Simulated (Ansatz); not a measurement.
This cell of AgI (zinc blende) is off equilibrium:

```yaml
crystal:
  lattice:
    - [0.00000, 3.16884, 3.29559]
    - [3.16884, 0.00000, 3.29559]
    - [3.16884, 3.16884, 0.00000]
  atoms:
    - { symbol: I, position: [0.75000, 0.75000, 0.75000] }
    - { symbol: Ag, position: [0.00000, 0.00000, 0.00000] }
```

Level of theory: PBEsol (plane waves to 420 eV, PAW, scalar-relativistic; Ansatz, a quantum-chemistry and plane-wave program). k mesh 9×9×9 (Γ-centred), Fermi-Dirac smearing 0.05 eV. E stands for the smeared free energy. Stress and pressure are positive under compression. AgI was relaxed with its symmetry unable to fall. Spin-orbit coupling is left out, though I is heavy.

Task: What is the stress tensor (GPa)?

Result: 
```
   0.55     0.00     0.00
   0.00     0.55     0.00
   0.00     0.00     0.27
```
The pressure, a third of the trace, is 0.46 GPa.

Task: It is the relaxed cell deformed to V/V₀ = 0.987, (c/a)/(c/a)₀ = 1.040, c along z, fractional positions held. What is its energy relative to the relaxed cell?

Result: 1.4 meV/atom.

(A scan under strain: stresses follow from slopes of the energy per volume, elastic moduli from its curvatures.)
